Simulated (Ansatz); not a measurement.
Method: DFT PBE, scalar-relativistic, plane waves, PAW in Ansatz 0.2.0. All cells share a 420 eV cutoff and Γ-centred k meshes spaced about 0.3 Å⁻¹ or finer (0.25 for metals, 2π included). No spin polarisation.

A search over trial structures of BaCd₃Se₄ gave this relaxed cell.

```
CELL_PARAMETERS angstrom
4.55505 0.00000 0.00000
0.00000 4.55505 0.00000
0.00000 0.00000 13.01227
ATOMIC_POSITIONS crystal
Ba 0.00000 0.00000 0.00000
Cd 0.50000 0.50000 0.72406
Cd 0.00000 0.00000 0.50000
Cd 0.50000 0.50000 0.27594
Se 0.00000 0.50000 0.61191
Se 0.50000 0.00000 0.38809
Se 0.00000 0.50000 0.16256
Se 0.50000 0.00000 0.83744
```

Q: Is this structure dynamically stable, and if not, what does it turn into?

A: No. The phonons on a 2×2×1 q mesh of the computed 8-atom cell go imaginary, to 7i cm⁻¹. With atoms moved at random and symmetry off, it falls by 53 meV/atom into Amm2 (No. 38). Conventional cell: a = 4.482 Å, b = 4.299 Å, c = 26.077 Å. Ba has 2 Se at 3.16 Å, 4 Se at 3.39 Å and 2 Cd at 3.84 Å; around Cd on its first site lie 4 Se at 2.66–2.71 Å; Cd on its second site has 4 Se at 2.66–2.71 Å; around Se on its first site lie 4 Cd at 2.66–2.71 Å; 4 more sites not described.

```cif
data_structure
_symmetry_space_group_name_H-M 'Amm2'
_symmetry_Int_Tables_number 38
_cell_length_a 4.4816
_cell_length_b 4.2989
_cell_length_c 26.0770
_cell_angle_alpha 90.000
_cell_angle_beta 90.000
_cell_angle_gamma 90.000
_cell_volume 502.39
loop_
_atom_site_label
_atom_site_type_symbol
_atom_site_symmetry_multiplicity
_atom_site_Wyckoff_symbol
_atom_site_fract_x
_atom_site_fract_y
_atom_site_fract_z
_atom_site_occupancy
Ba1 Ba 2 a 0.00000 0.50000 0.26782 1
Cd1 Cd 2 b 0.50000 0.00000 0.41196 1
Cd2 Cd 2 a 0.00000 0.00000 0.03022 1
Cd3 Cd 2 b 0.50000 0.50000 0.14809 1
Se1 Se 2 b 0.50000 0.50000 0.47548 1
Se2 Se 2 a 0.00000 0.50000 0.09367 1
Se3 Se 2 b 0.50000 0.00000 0.21557 1
Se4 Se 2 a 0.00000 0.00000 0.35680 1
```

